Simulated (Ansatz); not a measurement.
Consider the following.

ZrN:
Space group Fm-3m (No. 225); a = b = c = 4.595 Å, α = β = γ = 90.00°

```
atom  site  symmetry       x       y       z
----  ----  --------  ------  ------  ------
Zr      4b      m-3m  0.5000  0.5000  0.5000
N       4a      m-3m  0.0000  0.0000  0.0000
```
(The calculation used a cell of 2 atoms; values per cell refer to that cell.)

This is the PBE-relaxed structure.

Problem. All from PBE in the plane-wave PAW code Ansatz, unless another level is named. Give the electronic character.

Solution. metallic (no gap).

Problem. And the density of states at the Fermi level?

Solution. 0.34 states/eV per atom (mean over ±0.08 eV).

Problem. Predict the formation energy from the elements (no fitted shifts).

Solution. -166 kJ/mol-atom.

Symmetry was held in the PBE relaxation. No spin polarisation was allowed. With an odd number of electrons in the cell and no spin polarisation, the count alone makes it a metal. The references are the lowest solids computed at this level, not always the standard phases (solids in place of the gases). Spin–orbit coupling is left out wherever it is not named.

Potentials: the earlier of the program's two PAW sets.
